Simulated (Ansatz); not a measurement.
# Response of Zn₂C to small distortions

```yaml
crystal:
  lattice:
    - [0.00000, 2.60443, 2.60443]
    - [2.60443, 0.00000, 2.60443]
    - [2.60443, 2.60443, 0.00000]
  atoms:
    - { symbol: C, position: [0.00000, 0.00000, 0.00000] }
    - { symbol: Zn, position: [0.25000, 0.25000, 0.25000] }
    - { symbol: Zn, position: [0.75000, 0.75000, 0.75000] }
```

Atom numbers follow the list: C1, Zn2, Zn3.

The structure comes from a relaxation in the same program, started in the fluorite type, and has space group Fm-3m. Whether it is a known phase or the ground state wasn't checked.

The calculation used Ansatz 0.2.0, DFT, PBE, all-electron LAPW, scalar-relativistic.

Sampling and basis: a Γ-centred 11×11×11 k mesh, Fermi–Dirac smearing of 0.08 eV, basis error target 0.5 meV/atom, no spin polarisation.

The unchanged cell is at 0.00 GPa, so energy changes include a term −P ΔV where the volume moves.

In a metal, stresses and small energies carry noise from the k mesh.

x, y and z are the Cartesian axes of the cell as listed; fractional coordinates follow a strain, and an engineering shear is twice the off-diagonal strain component.

Question: One change gave: energy change under 1 meV/atom; stress change (xx, yy, zz, yz, xz, xy) 0.04, 0.04, 0.01, 0.00, 0.00, 0.80 GPa, compression positive. Which change was it?
A. atom 3 (Zn) moved by (0.0566, 0.0566, 0.0000) Å
B. x and y strained by -2 %, z held
C. xy engineering shear strain of -1.5 %

Answer: C. For x and y strained by -2 %, z held: energy change +10 meV/atom; stress change (xx, yy, zz, yz, xz, xy) 7.47, 7.47, 2.47, 0.00, 0.00, 0.00 GPa, compression positive. For atom 3 (Zn) moved by (0.0566, 0.0566, 0.0000) Å: energy change +6 meV/atom; stress change (xx, yy, zz, yz, xz, xy) 0.36, 0.36, 0.06, -0.07, -0.07, 0.04 GPa, compression positive; change of the force on Zn3 (-0.300, -0.300, -0.037) eV/Å.

Question: What force constant does this one finite step give for Zn3 along its displacement (all its periodic images move with it)?

Answer: k = −ΔF·u/|u|² = 5.30 eV/Å², so the force pulls the atom back.
